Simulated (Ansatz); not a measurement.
An Ansatz (an electronic-structure program) run. Input:

Ansatz 0.2 input:
```yaml
crystal:
  lattice:
    - [4.014285544, 0.0, 0.0]
    - [-2.007142772, 3.4764732591, 0.0]
    - [0.0, 0.0, 6.5535974925]
  atoms:
    - { symbol: Mg, position: [0.6666666667, 0.3333333333, 0.6339590308] }
    - { symbol: Mg, position: [0.3333333333, 0.6666666667, 0.9935231349] }
    - { symbol: Zn, position: [0.0, 0.0, 0.3613456551] }
    - { symbol: P, position: [0.0, 0.0, 0.7673669323] }
    - { symbol: P, position: [0.6666666667, 0.3333333333, 0.2438052468] }
kpoints:
  mp_grid: { grid: [8, 8, 4] }
hamiltonian:
  xc: r2scan
  pseudopotentials: { kind: paw }
scf:
  occupations: { method: fixed }
checkpoint: { read: static.run }
output: { write_density: true, elf: true, volumetric_format: npy }
basis: { fft_grid_basis: typed }
```

Output (shortened):

```
Pseudopotential: Mg, paw, valence charge 10
Pseudopotential: Zn, paw, valence charge 12
Pseudopotential: P, paw, valence charge 5
Functional definition: r2SCAN
Crystal: 5 atoms, lattice volume = 91.459 Å³
Basis set: ecut = 500 eV, 2333 PW (Γ), exchange–correlation on 120×120×192 points (64 copies of the dense FFT grid, shifted against one another)
Bands: 26, of which v1, the nominal top of the filled ones, is band 21 counted from 1 (20 counted from 0)
Symmetry: 6 space group operations
Space group: P3m1 (ITA 156), of the structure as read, at distance tolerance 4.5e-5 Å
k-points: 35 of 256 (time reversal used)
Stability of the state it starts from, as read at its close in the unpolarized treatment …
iter 1 solved again at ethr=1.13e-7 eV; its pass at ethr=3.10e-3 eV (dr2=4.76e-5 eV) is discarded
SCF iter   1: F=—  HF=-8700.011248 eV  |F-HF|=—  |Δ(HF+E_count)|=         —  Δρ=6.67e-7  dr2=6.58e-10  dr2_τ=1.74e-11  ethr=1.13e-7  ⟨swp⟩=3.9  Hψ=6113  notcnv=0  defer=104
preconditioner: auto → Resta (q_TF=auto, 2.396 Å⁻¹)
SCF iter   2: F=-8700.011248 eV  HF=-8700.011248 eV  |F-HF|=1.73e-10  |Δ(HF+E_count)|=   4.48e-8  Δρ=3.32e-7  dr2=2.35e-10  dr2_τ=3.36e-11  ethr=1.57e-12  ⟨swp⟩=12.3  Hψ=5958  notcnv=0
SCF 1 converged in 2 iterations: F = -8700.011248 eV  dr2 = 2.35e-10
SCF converged after 2 iterations
Free energy (F): -8700.011248 eV
Harris-Foulkes:  -8700.011248 eV  (|F-HF|=1.73e-10)
Internal energy: -8700.011248 eV  (E = F + TS)
E sigma→0 (E₀):  -8700.011248 eV
Fermi energy:    7.204402 eV
--- Per-component energies (eV) ---
  E_band       = -683.775655
  E_kinetic    = 423.585746
  E_local      = -5214.196439  (includes V_loc(G=0)·N_el)
  E_nonlocal   = 874.315892
  E_hartree    = 1997.117740
  E_xc         = -297.228668
  E_vxc        = -265.298286  (∫ρ·V_xc dr)
  E_paw        = -3592.739801  (= ΣΔE_a)
  E_vpaw       = -510.296812  (= ΣTr[D̂ρ^β])
  E_aug_tail   = -0.000057  (compensation charges beyond the density's cutoff)
  E_vtau       = 13.879168  (kinetic-family band-sum trace: ∫τ·v_τ [+ j·A + Jᵃ·Aᵃ] dr)
  E_ewald      = -2890.448942
  E_core_change = -0.416719  (= ΣΔE_core)
  E_smearing   =  0.000000  (= −TS)
  E_closure    = 0.000000  (closes the sum)
  Σ components = -8700.011248   (vs F -8700.011248, Δ=0.00e0)
  [band-id]    e_kinetic+e_local+e_nonlocal+2·e_hartree+e_vxc+e_vpaw+e_augmentation_tail+e_vtau = -683.775308   (vs E_band -683.775655, Δ=3.48e-4)
--- Band table (eV; the first three rows and the last of 35) ---
  k-point 0: bands = ["-71.9176", "-70.9325", "-37.0223", "-37.0107", "-37.0107", "-36.0390", "-36.0390", "-36.0389", "-4.7985", "-3.2999", "-0.1596", "-0.1596", "0.0823", "0.0823", "0.1393", "1.5977", "6.1793", "6.1793", "7.1177", "7.1177", "7.2044", …
  k-point 1: bands = ["-71.9177", "-70.9326", "-37.0223", "-37.0107", "-37.0107", "-36.0390", "-36.0390", "-36.0389", "-4.6542", "-3.5657", "-0.1596", "-0.1596", "0.0161", "0.0815", "0.0815", "2.3287", "5.9628", "6.2817", "6.2817", "6.9991", "6.9991", …
  k-point 2: bands = ["-71.9177", "-70.9326", "-37.0223", "-37.0107", "-37.0107", "-36.0390", "-36.0390", "-36.0389", "-4.3977", "-3.9337", "-0.1597", "-0.1597", "-0.0551", "0.0808", "0.0808", "3.5740", "4.4326", "6.4406", "6.4406", "6.8229", "6.8229", …
  k-point 34: bands = ["-71.9176", "-70.9325", "-37.0220", "-37.0119", "-37.0115", "-36.0408", "-36.0401", "-36.0387", "-3.1775", "-2.7423", "-0.0888", "-0.0370", "0.0597", "0.0857", "0.4643", "1.5835", "2.7213", "3.4392", "3.6898", "5.9105", "6.0579", …
```

Cost: very roughly 11 core-seconds on shared cores.

The first step of the workflow began from a Materials Project structure, measured or hypothetical; the Crystallography Open Database copy checked does not list it. With Mg and Zn taken as one species the cell has the higher symmetry P-3m1, so it may be an ordered model of a mixed-site phase. Whether it is the stable phase at ambient conditions was not checked. Symmetry was held in the r²SCAN relaxation; whether a distortion lowers the energy is not shown.

Potentials: the later of the program's two PAW sets.

Ansatz is a plane-wave DFT program.
